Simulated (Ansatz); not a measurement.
Ta6S:
```cif
data_S2Ta12
_chemical_formula_sum 'Ta12 S2'
_space_group_name_H-M_alt 'P-1'
_space_group_IT_number 2
_space_group_name_Hall '-P 1'
_cell_length_a 5.21245
_cell_length_b 7.49216
_cell_length_c 7.49488
_cell_angle_alpha 113.816
_cell_angle_beta 108.970
_cell_angle_gamma 98.420
loop_
_atom_site_label
_atom_site_type_symbol
_atom_site_symmetry_multiplicity
_atom_site_Wyckoff_symbol
_atom_site_fract_x
_atom_site_fract_y
_atom_site_fract_z
_atom_site_occupancy
Ta1 Ta 2 i 0.44304 0.41045 0.22668 1
Ta2 Ta 2 i 0.00218 0.29488 0.37129 1
Ta3 Ta 1 d 0.50000 0.00000 0.00000 1
Ta4 Ta 2 i 0.14901 0.15108 0.72072 1
Ta5 Ta 2 i 0.22916 0.69012 0.06393 1
Ta6 Ta 2 i 0.47275 0.13630 0.42507 1
Ta7 Ta 1 a 0.00000 0.00000 0.00000 1
S1 S 2 i 0.07500 0.58437 0.30025 1
```

Relaxed at zero pressure with the program Ansatz at the PBEsol level (PAW).

The volume is lowered by 3 % and shape and atoms relax at that volume. What pressure results, and how do the axes share the change?

6.8 GPa; a -1.3 %, b -0.9 %, c -0.8 %; the energy rises by 11 meV/atom.

Give the new structure.


Space group P-1 (No. 2); a = 5.1438 Å, b = 7.4255 Å, c = 7.4325 Å, α = 113.76°, β = 108.76°, γ = 98.76°

```
atom  site  symmetry       x       y       z
----  ----  --------  ------  ------  ------
Ta      2i         1  0.4471  0.4131  0.2259
Ta      2i         1  0.0047  0.2952  0.3717
Ta      1d        -1  0.5000  0.0000  0.0000
Ta      2i         1  0.1492  0.1509  0.7200
Ta      2i         1  0.2295  0.6906  0.0653
Ta      2i         1  0.4756  0.1372  0.4260
Ta      1a        -1  0.0000  0.0000  0.0000
S       2i         1  0.0702  0.5832  0.2986
```

The phase is kept; no other phase was compared at this pressure.

The workflow started from a Materials Project entry (that database holds measured and hypothetical structures alike); the Crystallography Open Database files this formula in space group No. 2, but the cells were not matched. Whether it is the stable phase at ambient conditions was not checked. The PBEsol relaxation kept the symmetry of its start; whether a distortion lowers the energy is not shown. The run is not spin-polarised. Spin–orbit coupling is left out wherever it is not named.

Potentials: the later of the program's two PAW sets.
